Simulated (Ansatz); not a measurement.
YTiGe:
Space group P4/nmm, origin choice 1 (No. 129); a = b = 4.054 Å, c = 7.667 Å, α = β = γ = 90.00°

```
atom  site  symmetry       x       y       z
----  ----  --------  ------  ------  ------
Y       2c       4mm  0.0000  0.5000  0.3417
Ge      2c       4mm  0.5000  0.0000  0.2434
Ti      2a      -4m2  0.0000  0.0000  0.0000
```

Relaxed at zero pressure with r²SCAN (plane waves, PAW; program Ansatz).

Problem. The volume is raised by 6 % and shape and atoms relax at that volume. What pressure results, and how do the axes share the change?

Solution. -4.7 GPa; a 1.7 %, b 1.7 %, c 2.5 %; the energy rises by 19 meV/atom.

Problem. Give the new structure.

Solution. 
Space group P4/nmm, origin choice 1 (No. 129); a = b = 4.123 Å, c = 7.858 Å, α = β = γ = 90.00°

```csv
atom,site,symmetry,x,y,z
Y,2c,4mm,0.0000,0.5000,0.3369
Ge,2c,4mm,0.5000,0.0000,0.2399
Ti,2a,-4m2,0.0000,0.0000,0.0000
```

The phase is kept; no other phase was compared at this pressure.

The workflow started from an entry of the Crystallography Open Database (COD), which files this formula under 2 space groups. Whether it is the stable phase at ambient conditions was not checked. Symmetry was held in the r²SCAN relaxation; its stability against distortions is not shown here. The run is not spin-polarised.

Potentials: the later of the program's two PAW sets.
